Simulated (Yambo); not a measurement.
Quantum ESPRESSO input (LDA, PseudoDojo standard norm-conserving files, scalar-relativistic) whose wavefunctions are converted with p2y:

```
&CONTROL
  calculation = 'nscf'
  pseudo_dir = './pseudo'
  outdir = './out'
/
&SYSTEM
  ibrav = 0
  nat = 10
  ntyp = 3
  ecutwfc = 84.0
  ecutrho = 336.0
  occupations = 'fixed'
  force_symmorphic = .true.
  nbnd = 277
/
&ELECTRONS
  conv_thr = 1e-08
  diago_full_acc = .true.
  diago_thr_init = 1e-08
/
ATOMIC_SPECIES
F 18.9984 F.upf
Ga 69.7230 Ga.upf
Tl 204.3800 Tl.upf
CELL_PARAMETERS angstrom
  0.000000000000   4.489745000000   4.489745000000
  4.489745000000   0.000000000000   4.489745000000
  4.489745000000   4.489745000000   0.000000000000
ATOMIC_POSITIONS crystal
F   0.788500000000   0.211500000000   0.211500000000
F   0.211500000000   0.788500000000   0.788500000000
F   0.211500000000   0.788500000000   0.211500000000
F   0.788500000000   0.211500000000   0.788500000000
F   0.211500000000   0.211500000000   0.788500000000
F   0.788500000000   0.788500000000   0.211500000000
Ga   0.000000000000   0.000000000000   0.000000000000
Tl   0.250000000000   0.250000000000   0.250000000000
Tl   0.750000000000   0.750000000000   0.750000000000
Tl   0.500000000000   0.500000000000   0.500000000000
K_POINTS automatic
1 1 1 0 0 0
```

Yambo's initialisation report on symmetry, reciprocal space, the k grid and the gaps on this mesh:

```
  [02.02] Symmetries
  ==================

  Inversion symmetry    : yes
  Spatial inversion     : yes
  Inversion index       :  25
  K-space Time-reversal : no
  Magnetic symmetries   : no
  Group table correct   : yes
  Symmetries units      :  [cc]

  [02.03] Reciprocal space
  ========================

  nG shells         :   819
  nG charge         :  126837
  nG WFs            :  16049
  nC WFs            :  16049
  G-vecs. in first 80 shells:  [ Number ]
     1    9   15   27   51   59   65   89  113
    137   169   181   229   259   283   307   331   339
    387   411   459   531   537   561   609   645   701
    725   749   821   869   893   941   965  1037  1067
   1139  1211  1243  1291  1363  1411  1459  1471  1591
   1639  1687  1759  1807  1837  1893  1917  1989  2085
   2109  2133  2229  2277  2397  2421  2445  2565  2637
   2685  2733  2741  2837  2891  2975  3071  3119  3143
    3215   3287   3383   3479   3527   3647   3695   3719
  ...
  Shell energy in first 80 shells:  [ mHa ]
    0.00000      205.660      274.213      548.427      754.087      822.640      1096.85      1302.51      1371.07
    1645.28      1850.94      2193.71      2399.37      2467.92      2742.13      2947.79      3016.35      3290.56
    3496.22      3564.77      3838.99      4044.65      4387.41      4593.07      4661.63      4935.84      5141.50
    5210.05      5484.27      5689.93      5758.48      6032.69      6238.35      6581.12      6786.78      6855.33
    7129.55      7335.21      7403.76      7883.63      7952.19      8226.40      8432.06      8774.83      8980.49
    9049.04      9323.26      9528.92      9597.47      9871.68      10077.3      10145.9      10420.1      10625.8
    10968.5      11174.2      11242.7      11517.0      11722.6      11791.2      12065.4      12271.0      12339.6
    12613.8      12819.5      13162.2      13367.9      13436.5      13710.7      13916.3      13984.9      14259.1
    14464.8      14533.3      14807.5      15013.2      15355.9      15561.6      15630.2      15904.4
  ...

  [02.04] K-grid lattice
  ======================

  Compatible Grid is   : 0D
  K lattice UC volume  :  0.203071 [a.u.]

  IBZ K-points                                      :  1
  BZ  K-points                                      :  1

  K/Q-points units:
  rlu = crystal or reduced units; cc = cartesian coordinates; iku = interal k-units

  K [1]          [rlu]:  0.000000  0.000000  0.000000
         WF components:  16049

  [02.05] Energies & Occupations
  ==============================

  [X] === General ===
  [X] Electronic Temperature                        :  0.000000  0.000000 [eV K]
  [X] Bosonic    Temperature                        :  0.000000  0.000000 [eV K]
  [X] Finite Temperature mode                       : no
  [X] El. density                                   :  0.51932E+24 [cm-3]
  [X] Fermi Level                                   :  3.373010 [eV]

  [X] === Gaps and Widths ===
  [X] Conduction Band Min                           :  6.079802 [eV]
  [X] Valence Band Max                              :  0.000000 [eV]
  [X] Filled Bands                                  :   47
  [X] Empty Bands                                   :   48  277
  [X] Direct Gap                                    :  6.079802 [eV]
  [X] Direct Gap localized at k                     :  1
```
The gaps are LDA values on this mesh alone; only operations without fractional translations are kept.

Spin-orbit coupling is not included.

Geometry of the Materials Project entry, not relaxed at this level.
